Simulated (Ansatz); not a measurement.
NiTe (CsCl type, Pm-3m) at seven volumes, plane-wave PAW PBE (Ansatz code), scaled uniformly. One row is withheld.

| V (Å³/atom) | P (GPa) |
|---|---|
| 16.462 | 11.64 |
| 17.005 | 7.11 |
| 17.548 | ? |
| 18.090 | 0.00 |
| 18.633 | -2.71 |
| 19.176 | -4.95 |
| 19.719 | -6.82 |

Problem. Fit the shown pressures and predict the withheld one.

Solution. P = (3/2)B₀(x^(7/2) − x^(5/2))[1 + (3/4)(B′ − 4)(x − 1)] with x = (V₀/V)^(2/3). Least squares on the six rows gives V₀ = 18.092 Å³/atom, B₀ = 98.0 GPa, B′ = 4.90. At V = 17.548, x = 1.0206 and P = 3.22 GPa. The run itself gave 3.25 GPa.

The start of the workflow was typed in or built on a structure type; neither database checked (COD, Materials Project) lists it. COD files the formula under space group No. 194, so this cell is another polymorph or a model. Its standing as an ambient phase is unchecked. Symmetry was held in the PBE relaxation; its stability against distortions is not shown here. The workflow began spin-polarised and lost its moments. Its formation energy is positive at this level, so the cell may be metastable or incomplete. Spin–orbit coupling is left out wherever it is not named.

Potentials: the later of the program's two PAW sets.
